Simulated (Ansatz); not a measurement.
## Eu on a Yb site in Yb3Si5, calculated

All numbers are calculated (PBEsol, collinear spin, no spin-orbit coupling; Ansatz, PAW set soft_2, 420 eV, k-mesh 3×3×3), not measured.

The relaxed host crystal (no gap at this level of theory):

```yaml
crystal:
  lattice:
    - [6.41858, 0.00000, 0.00000]
    - [-3.20929, 5.55865, 0.00000]
    - [0.00000, 0.00000, 4.12808]
  atoms:
    - { symbol: Si, position: [0.66667, 0.33333, 0.50000] }
    - { symbol: Si, position: [0.33333, 0.66667, 0.50000] }
    - { symbol: Si, position: [0.00000, 0.25442, 0.50000] }
    - { symbol: Si, position: [0.25442, 0.00000, 0.50000] }
    - { symbol: Si, position: [0.74558, 0.74558, 0.50000] }
    - { symbol: Yb, position: [0.00000, 0.63558, 0.00000] }
    - { symbol: Yb, position: [0.36442, 0.36442, 0.00000] }
    - { symbol: Yb, position: [0.63558, 0.00000, 0.00000] }
```

Supercell of 24 atoms, rows of the matrix [[-1,-1,-1],[0,1,-1],[1,0,-1]] times the cell vectors; Eu on a Yb site at (0.000, 0.636, 0.000) in fractions of the cell above. Atoms are relaxed at the host's cell, from a start shaken by 0.03 Å near the defect. The cell loses 1 of its 9 Yb, so this is a heavily doped crystal.

Distances from the Eu atom (Å), by shell of the perfect crystal:

| shell | perfect crystal | relaxed, charge 0 |
| --- | --- | --- |
| 8 Si | 2.92 (2.91 to 2.93) | 2.94 (2.93 to 2.96) |
| 2 Si | 3.20 | 3.21 (3.19 to 3.22) |
| 4 Yb | 3.55 | 3.55 |

| charge | moment of the cell (μB) | moment on Eu (μB) | 4f electrons on Eu | gap of the cell on the mesh (eV) |
| --- | --- | --- | --- | --- |
| 0 | 6.69 | 6.49 | 6.7 | 0.00 |

Formation energy of the neutral defect: 0.17 eV, taking atoms from and to the elements' standard states (no corrections for gases), so it belongs to those chemical potentials alone.

Relaxed cell at charge 0:

```
Yb3Si5 Eu_Yb charge 0
1.0
    -3.2093   -5.5586   -4.1281
    -3.2093    5.5586   -4.1281
     6.4186    0.0000   -4.1281
Si Eu Yb
15 1 8
Direct
  0.1660 0.5010 0.8347
  0.8367 0.1690 0.5011
  0.5010 0.8317 0.1639
  0.1646 0.8318 0.5004
  0.8352 0.5011 0.1654
  0.5016 0.1690 0.8361
  0.4145 0.6681 0.4139
  0.0830 0.3360 0.0825
  0.7481 0.0043 0.7475
  0.4139 0.4176 0.6731
  0.0787 0.0801 0.3356
  0.7495 0.7483 0.0008
  0.0015 0.7483 0.7488
  0.6737 0.4176 0.4133
  0.3363 0.0800 0.0782
  0.4552 0.0913 0.4546
  0.1223 0.7580 0.1217
  0.7879 0.4240 0.7874
  0.4237 0.7886 0.7875
  0.0912 0.4549 0.4550
  0.7589 0.1216 0.1207
  0.4555 0.4549 0.0906
  0.1213 0.1216 0.7584
  0.7881 0.7886 0.4232
```

Caveats: 4f shell without a U, which puts 4f levels too near the Fermi level; open f or d shells may hold a state above the lowest; small supercell, so energies and levels can be off by tenths of an eV; one random start near the defect, so other minima are possible.
